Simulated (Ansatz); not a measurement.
The start is a generated cell, SiO2 placed in the rutile structure type. The cell and all atomic positions are relaxed at zero pressure with PBE (plane waves to 420 eV, PAW, scalar-relativistic; Ansatz, a program for electronic structure). The first steps use a coarse 6×6×8 k-mesh.

Initial structure:
```
CELL_PARAMETERS angstrom
      4.33157     0.00000     0.00000
      0.00000     4.33157     0.00000
      0.00000     0.00000     2.78955
ATOMIC_POSITIONS crystal
  Si 0.00000 0.00000 0.00000
  Si 0.50000 0.50000 0.50000
  O  0.30496 0.30496 0.00000
  O  0.80496 0.19504 0.50000
  O  0.19504 0.80496 0.50000
  O  0.69504 0.69504 0.00000
```

Q: What pressure does the first self-consistent step give?

A: -21.7 GPa (negative: the cell is under tension).

Q: How do the shortest distances between atoms change?

A: The closest pairs of elements (up to four, under 3.6 Å), start → end: O–Si 1.84 → 1.77 Å; O–O 2.39 → 2.31 Å; Si–Si 2.79 → 2.69 Å.

Q: Write out the relaxed structure.

A: 
Space group P4₂/mnm (No. 136); a = 4.2359 Å, b = 4.2359 Å, c = 2.6899 Å, α = 90.00°, β = 90.00°, γ = 90.00°

```tsv
atom	site	symmetry	x	y	z
Si	2a	m.mm	0.0000	0.0000	0.0000
O	4g	m.2m	0.1930	0.1930	0.5000
```

The space group stays P4₂/mnm (No. 136) (the run could not lower it); the end is rutile type, with 6 atoms in the primitive cell. Final values are on a 8×8×12 k-mesh of the relaxed cell. No spin polarisation in the result.

The run could not lose the symmetry of its start.
